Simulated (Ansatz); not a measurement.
TiO$_{2}$:
```xyz
6
Lattice="-1.8891 1.8891 4.7944 1.8891 -1.8891 4.7944 1.8891 1.8891 -4.7944" Properties=species:S:1:pos:R:3 pbc="T T T"
Ti     0.0000     0.0000     0.0000
Ti     0.0000     1.8891     2.3972
O      0.0000     1.8891     4.3841
O      0.0000     0.0000     1.9869
O      0.0000     0.0000     7.6019
O      0.0000     1.8891     0.4103
```

Relaxed with DFT-r²SCAN in the program Ansatz with PAW potentials. Indices refer to the conventional cell of I4_1/amd, a = b = 3.7782 Å, c = 9.5888 Å, α = β = γ = 90.00°.

Q: Simulate the powder diffraction pattern (Cu Kα, λ = 1.54184 Å; lines above 1 %) up to 2θ = 90°.

A: Simulated powder pattern, Cu Kα, λ = 1.54184 Å (kinematic, ideal powder, no thermal factors, no anomalous dispersion; the 30 strongest lines at most, above 1 %, up to 2θ = 90°):

```json
[
 {"2θ (°)": "25.34", "d (Å)": "3.515", "I/Imax (%)": "100", "hkl": "(101)"},
 {"2θ (°)": "36.83", "d (Å)": "2.440", "I/Imax (%)": "6.1", "hkl": "(103)"},
 {"2θ (°)": "37.52", "d (Å)": "2.397", "I/Imax (%)": "21", "hkl": "(004)"},
 {"2θ (°)": "38.58", "d (Å)": "2.334", "I/Imax (%)": "7.2", "hkl": "(112)"},
 {"2θ (°)": "48.17", "d (Å)": "1.889", "I/Imax (%)": "29", "hkl": "(200)"},
 {"2θ (°)": "53.59", "d (Å)": "1.710", "I/Imax (%)": "20", "hkl": "(105)"},
 {"2θ (°)": "55.20", "d (Å)": "1.664", "I/Imax (%)": "19", "hkl": "(211)"},
 {"2θ (°)": "62.14", "d (Å)": "1.494", "I/Imax (%)": "3.0", "hkl": "(213)"},
 {"2θ (°)": "62.61", "d (Å)": "1.484", "I/Imax (%)": "15", "hkl": "(204)"},
 {"2θ (°)": "68.40", "d (Å)": "1.371", "I/Imax (%)": "6.9", "hkl": "(116)"},
 {"2θ (°)": "70.50", "d (Å)": "1.336", "I/Imax (%)": "7.4", "hkl": "(220)"},
 {"2θ (°)": "74.90", "d (Å)": "1.268", "I/Imax (%)": "12", "hkl": "(215)"},
 {"2θ (°)": "76.25", "d (Å)": "1.249", "I/Imax (%)": "3.1", "hkl": "(301)"},
 {"2θ (°)": "82.70", "d (Å)": "1.167", "I/Imax (%)": "5.9", "hkl": "(224)"},
 {"2θ (°)": "83.36", "d (Å)": "1.159", "I/Imax (%)": "2.1", "hkl": "(312)"}
]
```

The cell was relaxed with r²SCAN under the symmetry of its start. No spin polarisation was allowed.

Potentials: the earlier of the program's two PAW sets.
